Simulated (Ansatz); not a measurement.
# NaCl: a fit and a missing row

NaCl, Fm-3m, a = 5.602 Å. Ansatz: PBEsol, PAW, 420 eV, Γ-centred 8×8×8 mesh on 2 atoms, Gaussian smearing 0.02 eV; no spin polarisation. Symmetry fixes shape and atoms, so the cell is only scaled; pressure is positive in compression.

| V (Å³/atom) | P (GPa) |
| --- | --- |
| 20.656 | 1.85 |
| 21.315 | 0.85 |
| 21.974 | 0.00 |
| 22.634 | ? |
| 23.293 | -1.31 |

Problem. Take V0 = 21.974 Å³/atom, fit the third-order Birch–Murnaghan form to the other rows, and predict the missing pressure.

Solution. With the Eulerian strain f = ½[(V0/V)^(2/3) − 1] and y = P/[3f(1 + 2f)^(5/2)], the form is the line y = B0 + 1.5 B0 (B0′ − 4) f. Rows (f, y): 0.02105, 26.43; 0.01025, 26.27; -0.01906, 25.25. Means f = 0.004080, y = 25.983; Σ(Δf)² = 0.0008615, ΣΔfΔy = 0.02632; the slope is their ratio. y = 25.86 + 30.55 f GPa, so B0 = 25.9 GPa and B0′ = 4 + 2 × (30.55)/(3 × 25.86) = 4.79. At V = 22.634, f = -0.00977, y = 25.562 and P = -0.71 GPa. The run gave -0.71 GPa, the same to the digits shown.